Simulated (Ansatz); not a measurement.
Input and command of a plane-wave DFT calculation in Ansatz:

```yaml
crystal:
  lattice:
    - [0.0, 4.5840941943, 4.5840941943]
    - [4.5840941943, 0.0, 4.5840941943]
    - [4.5840941943, 4.5840941943, 0.0]
  atoms:
    - { symbol: Rb, position: [0.625, 0.625, 0.625] }
    - { symbol: Rb, position: [0.125, 0.625, 0.625] }
    - { symbol: Rb, position: [0.625, 0.625, 0.125] }
    - { symbol: Rb, position: [0.625, 0.125, 0.625] }
    - { symbol: Ir, position: [0.0, 0.0, 0.0] }
    - { symbol: Ir, position: [0.25, 0.25, 0.25] }
basis:
  ecutwfc: 420
kpoints:
  mp_grid: { grid: [4, 4, 4] }
hamiltonian:
  xc: pbe
scf:
  occupations: { method: gaussian, width: 0.1 }
  lower_state_search: "off"
output:
  forces: true
  stress: true
  eigenvalues: true
```

```bash
ansatz run input.yaml --threads 1 --pin off --max-ram 2560MiB --backend cpu --events-out ev --progress --plain --runs-dir out
```

Processor: Arm Neoverse V1, 1 thread, on a host shared with other jobs.

**Question.** Estimate time, memory and problem size.

**Answer.** About 4.6 s on 1 thread of Arm Neoverse V1, with other jobs on the host, peak memory 0.41 GiB. It solves 42 bands at 8 k points (the mesh reduced by the symmetry that the task leaves, which can be less than the crystal's) with about 3719 plane waves, in 9 SCF iterations.
